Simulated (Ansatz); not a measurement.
InPt3N:
```xyz
5
Lattice="4.2599 0.0000 0.0000 0.0000 4.2599 0.0000 0.0000 0.0000 4.2599" Properties=species:S:1:pos:R:3 pbc="T T T"
In     0.0000     0.0000     0.0000
Pt     0.0000     2.1300     2.1300
Pt     2.1300     0.0000     2.1300
Pt     2.1300     2.1300     0.0000
N      2.1300     2.1300     2.1300
```

Relaxed with PBE. Special points in fractions of this cell's reciprocal vectors: Γ (0.000, 0.000, 0.000); X (0.000, 0.500, 0.000); M (0.500, 0.500, 0.000); R (0.500, 0.500, 0.500).

List the band energies nearest the Fermi level at these points for PBE with spin–orbit coupling in the plane-wave PAW code Ansatz.

In eV from the Fermi level; about four levels below and three above (degenerate sets whole), none deeper than 8.9 eV; points with the same levels are listed once.

| k | below | above |
|---|---|---|
| Γ | -0.64 -0.64 -0.64 -0.64 | 0.56 0.56 1.18 1.18 1.18 1.18 |
| X | -1.04 -1.04 -1.01 -1.01 | 0.77 0.77 0.92 0.92 |
| M | -0.66 -0.66 -0.08 -0.08 | 0.58 0.58 3.73 3.73 |
| R | -1.03 -1.03 -1.03 -1.03 | 0.69 0.69 0.69 0.69 |

Space group Pm-3m (anti-perovskite). The start of the workflow was typed in or built on a structure type; neither database checked (COD, Materials Project) lists it. Its standing as an ambient phase is unchecked. Symmetry was held in the PBE relaxation; its stability against distortions is not shown here. The run is not spin-polarised. The volume moved by 20 % from the start of the relaxation. Its formation energy is positive at this level, so the cell may be metastable or incomplete.

Potentials: the earlier of the program's two PAW sets.
